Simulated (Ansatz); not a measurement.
**How the field gradients follow the size of the cell in CO2**

Reference cell: a computed structure from the Materials Project (it need not be an observed phase), its atoms then relaxed with r2SCAN in this cell.

Space group Pbcn (No. 60); a = 4.7845, b = 6.3155, c = 5.6789 Å.

| site | Wyckoff | site symmetry | x | y | z |
| --- | --- | --- | --- | --- | --- |
| C | 4c | .2. | 0.5000 | 0.8537 | 0.7500 |
| O | 8d | 1 | 0.7014 | 0.1456 | 0.1363 |

One atom of each set is listed.

The numbers come from a DFT calculation in Ansatz (r2SCAN, plane waves and PAW, scalar-relativistic, 500 eV cutoff, Γ-centred 5×4×4 k-points, Fermi–Dirac smearing 0.02 eV).

The cell is scaled uniformly, and the ions keep their fractional positions.

```tsv
V/V₀	C V_zz (η)	O V_zz (η)
0.95	?	?
0.96	-3.65 (0.01)	6.60 (0.04)
1.00	-3.58 (0.01)	7.32 (0.03)
```

(1) Fill in the row for V/V₀ = 0.95 (V_zz in 10²¹ V/m²).

Results:

(1) C: -3.67 (0.01), O: 6.41 (0.04). Logarithmic slopes d ln|V_zz|/d ln V over the series: C -0.5, O 2.6. Point charges on a uniformly scaled lattice would give −1; charge that moves in the bonds makes the difference.

The atoms aren't relaxed in the scaled cells (forces up to 2.3 eV/Å): every bond scales with the cell, where a real crystal would keep its stiff bonds nearly fixed.
